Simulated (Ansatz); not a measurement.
Total density of states per atom from DFT-LDA in the program Ansatz with PAW potentials, in 0.25 eV bins, energy from the valence-band maximum:

(E (eV), states/eV/atom): (-7.85, 0.18); (-7.60, 0.30); (-7.35, 0.54); (-7.10, 0.56); (-6.85, 0.31); (-6.60, 0.23); (-6.35, 0.20); (-6.10, 0.17); (-5.85, 0.15); (-5.60, 0.21); (-5.35, 0.32); (-5.10, 0.35); (-4.85, 0.33); (-4.60, 0.33); (-4.35, 0.35); (-4.10, 0.37); (-3.85, 0.39); (-3.60, 0.43); (-3.35, 0.50); (-3.10, 0.56); (-2.85, 0.55); (-2.60, 0.53); (-2.35, 0.53); (-2.10, 0.52); (-1.85, 0.52); (-1.60, 0.51); (-1.35, 0.51); (-1.10, 0.47); (-0.85, 0.33); (-0.60, 0.25); (-0.35, 0.19); (-0.10, 0.09); (0.15, 0.00); (0.40, 0.00); (0.65, 0.00); (0.90, 0.00); (1.15, 0.00); (1.40, 0.01); (1.65, 0.02); (1.90, 0.04); (2.15, 0.05); (2.40, 0.07); (2.65, 0.08); (2.90, 0.10); (3.15, 0.12); (3.40, 0.14); (3.65, 0.16); (3.90, 0.18); (4.15, 0.21); (4.40, 0.25); (4.65, 0.32); (4.90, 0.46); (5.15, 0.42); (5.40, 0.37); (5.65, 0.42); (5.90, 0.38); (6.15, 0.29)

Which compound is it?
(A) SiC, zinc blende
(B) C, P1 (Pearson symbol aP8)
(C) C, fcc (Cu type)
(D) BeTe, zinc blende

A, SiC, zinc blende. Top 1 eV of the valence band: C 2p 83 %, Si 3p 13 %. Bottom 1 eV of the conduction band: Si 3p 48 %, C 2s 29 %, C 2p 6 %, outside the projected shells 15 %. Projections are on Löwdin-orthogonalised atomic valence shells; empty p or d shells of many metals are not among them.

Space group F-43m (zinc blende). The cell was relaxed with LDA under the symmetry of its start.

Potentials: the earlier of the program's two PAW sets. The files were generated under PBE; for other functionals the program regenerates the frozen cores, and for LDA and PBEsol the local potential too.
